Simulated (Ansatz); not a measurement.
## Bi2Se3 (Bi2Te3 type, space group R-3m): energy against volume

Bi₂Se₃ (Bi2Te3 type, space group R-3m)

```yaml
crystal:
  lattice:
    - [2.07230, 1.19644, 9.75526]
    - [-2.07230, 1.19644, 9.75526]
    - [0.00000, -2.39289, 9.75526]
  atoms:
    - { symbol: Bi, position: [0.39938, 0.39938, 0.39938] }
    - { symbol: Bi, position: [0.60062, 0.60062, 0.60062] }
    - { symbol: Se, position: [0.00000, 0.00000, 0.00000] }
    - { symbol: Se, position: [0.21420, 0.21420, 0.21420] }
    - { symbol: Se, position: [0.78580, 0.78580, 0.78580] }
```

Equation-of-state scan: isotropic scaling of the cell above, V₀ being its volume. The atoms relax within the cell's symmetry.

Method: r2SCAN+rVV10 (plane waves to 500 eV, PAW, scalar-relativistic; Ansatz, a program for electronic structure). k mesh 9×9×9 (Γ-centred), Fermi-Dirac smearing 0.05 eV. Energies are smeared free energies. Stress and pressure are positive under compression. With the shape held, the modulus is that of even scaling; a crystal free to change shape is softer. Bi2Se3 was relaxed with its symmetry unable to fall. Spin-orbit coupling is left out, though Bi is heavy. ΔE is measured from the relaxed starting cell.

| V/V₀ | ΔE (meV/atom) | P (GPa) |
|---|---|---|
| 0.840 | 133.0 | 11.1 |
| 0.872 | 78.1 | 7.9 |
| 0.904 | 40.4 | 5.2 |
| 0.936 | 16.5 | 3.1 |
| 0.968 | 3.8 | 1.4 |
| 1.000 | 0.0 | 0.0 |
| 1.032 | 3.2 | -1.1 |
| 1.064 | 11.8 | -1.9 |
| 1.096 | 24.6 | -2.6 |
| 1.128 | 40.6 | -3.0 |
| 1.160 | 59.1 | -3.4 |

Read from the data:

- Pressure at the smallest volume = 11.1 GPa
- Energy cost of the largest compression = 133.0 meV/atom
- Energy cost of the largest expansion = 59.1 meV/atom
- Bulk modulus at fixed cell shape B₀ (third-order Birch-Murnaghan fit) = 37.1 GPa
- Pressure derivative B₀′ (fit) = 6.4
- Equilibrium volume of the fit = 29.04 Å³/atom
- Pressure for 5 % compression (fit) = 2.2 GPa

(A scan under strain: stresses follow from slopes of the energy per volume, elastic moduli from its curvatures.)
